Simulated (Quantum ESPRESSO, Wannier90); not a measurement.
## Wannierisation of GaN (wurtzite)

Cell from Materials Project (mp-804), symmetrised, no further relaxation. COD (Crystallography Open Database) has the formula in 2 space groups, this one among them (matched by group alone). Computed values, not measurements, from PBE: Quantum ESPRESSO (norm-conserving PseudoDojo potentials, cutoff 68 Ry, no spin polarisation, no spin-orbit coupling) on a Γ-centred 12×12×6 mesh, then Wannier90. Density: 12×12×6 mesh, cold smearing 0.01 Ry.

```
begin unit_cell_cart
ang
    3.1889298307    0.0000000000    0.0000000000
   -1.5944649154    2.7616942443    0.0000000000
    0.0000000000    0.0000000000    5.1923600000
end unit_cell_cart
mp_grid = 12 12 6
```

Neighbour vectors b of the finite-difference formula (Å⁻¹), by shell:

| shell | b_x | b_y | b_z |
|---|---|---|---|
| 1 | 0.00000 | 0.18959 | 0.00000 |
| 1 | 0.16419 | 0.09480 | 0.00000 |
| 1 | 0.00000 | -0.18959 | 0.00000 |
| 1 | 0.16419 | -0.09480 | 0.00000 |
| 1 | -0.16419 | -0.09480 | 0.00000 |
| 1 | -0.16419 | 0.09480 | 0.00000 |
| 2 | 0.00000 | 0.00000 | 0.20168 |
| 2 | 0.00000 | 0.00000 | -0.20168 |

Question: Find the weights w_b from the completeness condition Σ_b w_b b_α b_β = δ_αβ.

Answer: Shell 1: Σ b_x² = 0.108, Σ b_y² = 0.108, Σ b_z² = 0.000 Å⁻²
Shell 2: Σ b_x² = 0.000, Σ b_y² = 0.000, Σ b_z² = 0.081 Å⁻²
Each of the three diagonal sums, weighted, has to give 1 and the off-diagonal ones 0, which holds for w_1 = 9.27 Å², w_2 = 12.3 Å². Check on xx: 9.27×0.108 + 12.29×0.000 = 1.00.

On this mesh the 8 functions of bands 1-2,13-18 (valence bands; start: s and p on N, conv_tol = 1.0e-6) end with spreads 1.7441, 1.6832, 1.7044, 1.6634, 1.7441, 1.6832, 1.7044, 1.6634 Å², Ω_I = 13.0593 Å² and Ω_D = 0.0073 Å².

Ω_total is the sum of the spreads, 13.590 Å². Ω_OD = Ω_total − Ω_I − Ω_D = 0.524 Å². Only (Ω_D + Ω_OD)/Ω_total = 3.9 % depends on the gauge, and another start could lower the total by that share at most. The rms radius is √(Ω_total/8) = 1.30 Å.
